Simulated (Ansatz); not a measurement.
Ge:
```
CELL_PARAMETERS angstrom
      4.00347     0.00000     0.00000
     -2.00173     3.46710     0.00000
      0.00000     0.00000    13.14538
ATOMIC_POSITIONS crystal
  Ge 0.00000 0.00000 0.40681
  Ge 0.00000 0.00000 0.59319
  Ge 0.00000 0.00000 0.90681
  Ge 0.00000 0.00000 0.09319
  Ge 0.33333 0.66667 0.34412
  Ge 0.66667 0.33333 0.65588
  Ge 0.66667 0.33333 0.84412
  Ge 0.33333 0.66667 0.15588
```

Relaxed with r²SCAN.

Q: Map the electron localisation function on the plane through (0.000, 0.000, 0.407) spanned by u = [0, 0, 1] and v = [1, -1, 0] in lattice vectors, from the program Ansatz at the r²SCAN level (PAW).

A: x is the fraction of u, y of v (the angle between them is 90°; rows are the nearest grid lines); atoms in the plane: Ge at (0.00, 0.00), Ge at (0.19, 0.00), Ge at (0.50, 0.00), Ge at (0.69, 0.00), Ge at (0.94, 0.33), Ge at (0.25, 0.67), Ge at (0.44, 0.67), Ge at (0.75, 0.33).
```
y \ x   0.000  0.100   0.175  0.275  0.375   0.450  0.550  0.625  0.725  0.825  0.900   1.00
------  -----  -----  ------  -----  -----  ------  -----  -----  -----  -----  -----  -----
1.00    0.752  0.759  -0.053  0.366  0.106   0.256  0.289  0.440  0.109  0.042  0.333  0.752
0.914   0.198  0.701   0.222  0.505  0.141   0.438  0.396  0.461  0.346  0.041  0.308  0.198
0.857   0.373  0.461   0.519  0.623  0.288   0.765  0.470  0.440  0.445  0.034  0.201  0.373
0.771   0.201  0.081   0.616  0.363  0.483   0.383  0.314  0.081  0.192  0.019  0.055  0.201
0.686   0.022  0.032   0.357  0.036  0.449  -0.015  0.239  0.011  0.025  0.009  0.015  0.022
0.629   0.030  0.032   0.365  0.059  0.455   0.016  0.233  0.013  0.035  0.012  0.020  0.030
0.543   0.210  0.027   0.445  0.359  0.479   0.370  0.145  0.032  0.310  0.136  0.220  0.210
0.457   0.462  0.021   0.165  0.250  0.158   0.313  0.047  0.082  0.383  0.551  0.367  0.462
0.371   0.357  0.018   0.026  0.024  0.014   0.033  0.015  0.136  0.048  0.620  0.165  0.357
0.314   0.350  0.017   0.020  0.017  0.010   0.024  0.012  0.141  0.030  0.618  0.117  0.350
0.229   0.589  0.065   0.184  0.077  0.026   0.170  0.101  0.204  0.428  0.591  0.379  0.589
0.143   0.561  0.459   0.364  0.295  0.062   0.468  0.407  0.474  0.735  0.202  0.524  0.561
0.0857  0.210  0.701   0.215  0.402  0.091   0.376  0.391  0.467  0.394  0.068  0.407  0.210
0.000   0.752  0.759  -0.053  0.366  0.106   0.256  0.289  0.440  0.109  0.042  0.333  0.752
```

The density is the valence pseudo-density with augmentation charge, so density and ELF within about 1 Å of a nucleus are not all-electron values.

Space group P6_3/mmc. The workflow started from a Materials Project entry (that database holds measured and hypothetical structures alike); the Crystallography Open Database copy checked does not list it. It is not the phase usual at ambient conditions (space group No. 227). The r²SCAN relaxation kept the symmetry of its start; phonons on a q-mesh show no instability.

Potentials: the later of the program's two PAW sets.
